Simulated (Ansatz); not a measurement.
Relaxed-ion elastic tensor of GeMo (CsCl type, Pm-3m) in GPa (Voigt order), the program Ansatz at the r²SCAN level (PAW); density 9.34 g/cm³, 14.99 Å³ per atom.

```
 267   171   171   0.0   0.0   0.0
 171   267   171   0.0   0.0   0.0
 171   171   267   0.0   0.0   0.0
 0.0   0.0   0.0  74.4   0.0   0.0
 0.0   0.0   0.0   0.0  74.4   0.0
 0.0   0.0   0.0   0.0   0.0  74.4
```

Question: Is the crystal mechanically stable?

Answer: Yes: the smallest eigenvalue of C is 74.4 GPa.

Question: Work out the Voigt, Reuss and Hill averages.

Answer: K_V = 203, K_R = 203, K_H = 203; G_V = 63.8, G_R = 60.8, G_H = 62.3 GPa.

Question: Give Young's modulus, Poisson's ratio, Pugh's ratio and the universal anisotropy index.

Answer: E = 9KG/(3K + G) = 170 GPa; ν = 0.36; K/G = 3.26 (ductile by the Pugh limit of 1.75); A_U = 5G_V/G_R + K_V/K_R − 6 = 0.24.

Question: Estimate the sound speeds and the Debye temperature.

Answer: v_l = √((K + 4G/3)/ρ) = 5530 m/s, v_t = √(G/ρ) = 2580 m/s, mean 2910 m/s; Θ = (h/k)(3n/4πV)^(1/3) v_m = 351 K.

Question: Give the Zener ratio and Young's modulus along [100], [110] and [111].

Answer: A = 2C44/(C11 − C12) = 1.56; 1/E = S11 − 2(S11 − S12 − S44/2)Γ with Γ = 0, 1/4, 1/3 gives 133, 177, 199 GPa.

Question: Solve the Christoffel equation for the three sound speeds along [100], [110], [111].

Answer: Eigenvalues of C_ijkl n_j n_l equal ρv². In km/s, slowest first: [100] 2.82, 2.82, 5.34; [110] 2.26, 2.82, 5.60; [111] 2.46, 2.46, 5.69.

The cell is a constructed one: a structure type filled with these elements; neither database checked (COD, Materials Project) lists it. Whether it is the stable phase at ambient conditions was not checked. Symmetry was held in the r²SCAN relaxation; whether a distortion lowers the energy is not shown. The run is not spin-polarised. As this level gives no gap, shear constants depend on the k-mesh and smearing (Fermi–Dirac, 0.1 eV here).

Potentials: the earlier of the program's two PAW sets.
